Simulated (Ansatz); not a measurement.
## Density of states of Hf2Cd

```yaml
crystal:
  lattice:
    - [-1.53125, 1.53125, 6.88326]
    - [1.53125, -1.53125, 6.88326]
    - [1.53125, 1.53125, -6.88326]
  atoms:
    - { symbol: Hf, position: [0.67204, 0.67204, 0.00000] }
    - { symbol: Hf, position: [0.32796, 0.32796, 0.00000] }
    - { symbol: Cd, position: [0.00000, 0.00000, 0.00000] }
```

Conventional cell: a = 3.062 Å, b = 3.062 Å, c = 13.767 Å, α = 90.00°, β = 90.00°, γ = 90.00°. Around Hf (atom 1) lie 8 Hf at 3.05 to 3.06 Å and 4 Cd at 3.21 Å. Cd (atom 3) has 4 Cd at 3.06 Å and 8 Hf at 3.21 Å as nearest neighbours.

Structure from Materials Project entry mp-1018156 (possibly hypothetical), not relaxed further.

No spin–orbit coupling, which matters for the heavy atoms here.

These are results of Ansatz 0.2.0, DFT, LDA, all-electron LAPW, scalar-relativistic, not measurements.

The runs use a Γ-centred 17×17×17 k mesh, Fermi–Dirac smearing of 0.05 eV, basis error target 0.5 meV/atom, no spin polarisation.

Task: Which of the resolved shells contributes most within 0.3 eV of the Fermi level?

Result: Hf 5d, with 79 % of all states there; Hf 6s follows with 7 %.

Task: Where is the centre of the filled Hf 4f states between -14 eV and the top of the filled states?

Result: -11.80 eV from the Fermi level.

Task: Tabulate the density of states.

Result: States per eV and cell, averaged over 0.6 eV, from -11.8 to 5.4 eV, with energies (bin centres) from the Fermi level; empty bins are left out. The partial columns, the largest 3 alone, are projections on Löwdin-orthogonalised atomic shells (those that the program's projection atoms carry: the occupied ones and, for some elements, an empty d or f shell; other empty shells have no column), summed over atoms of an element. Weights on diffuse s and p shells depend on that basis and aren't pure angular character.
| E (eV) | total | Hf 4f | Hf 5d | Cd 4d |
| --- | --- | --- | --- | --- |
| -11.6 | 46.67 | 46.64 | 0.01 | 0.01 |
| -9.2 | 1.10 | 0.00 | 0.01 | 1.08 |
| -8.6 | 10.98 | 0.01 | 0.12 | 10.74 |
| -8.0 | 4.58 | 0.00 | 0.04 | 4.48 |
| -7.4 | 0.23 | 0.00 | 0.00 | 0.03 |
| -6.8 | 0.34 | 0.00 | 0.02 | 0.01 |
| -6.2 | 0.39 | 0.00 | 0.04 | 0.01 |
| -5.6 | 0.48 | 0.00 | 0.07 | 0.01 |
| -5.0 | 0.58 | 0.00 | 0.11 | 0.01 |
| -4.4 | 0.72 | 0.00 | 0.18 | 0.02 |
| -3.8 | 0.93 | 0.00 | 0.32 | 0.02 |
| -3.2 | 1.47 | 0.00 | 0.72 | 0.04 |
| -2.6 | 2.12 | 0.00 | 1.48 | 0.03 |
| -2.0 | 2.04 | 0.00 | 1.63 | 0.02 |
| -1.4 | 2.51 | 0.00 | 2.24 | 0.02 |
| -0.8 | 2.99 | 0.00 | 2.41 | 0.02 |
| -0.2 | 2.19 | 0.00 | 1.63 | 0.01 |
| 0.4 | 2.69 | 0.00 | 2.12 | 0.02 |
| 1.0 | 2.09 | 0.00 | 1.77 | 0.01 |
| 1.6 | 2.45 | 0.00 | 2.11 | 0.02 |
| 2.2 | 3.89 | 0.00 | 3.42 | 0.02 |
| 2.8 | 2.30 | 0.00 | 1.90 | 0.01 |
| 3.4 | 2.34 | 0.00 | 1.88 | 0.02 |
| 4.0 | 1.02 | 0.00 | 0.69 | 0.00 |
| 4.6 | 2.80 | 0.00 | 1.79 | 0.01 |
| 5.2 | 3.44 | 0.00 | 2.14 | 0.01 |
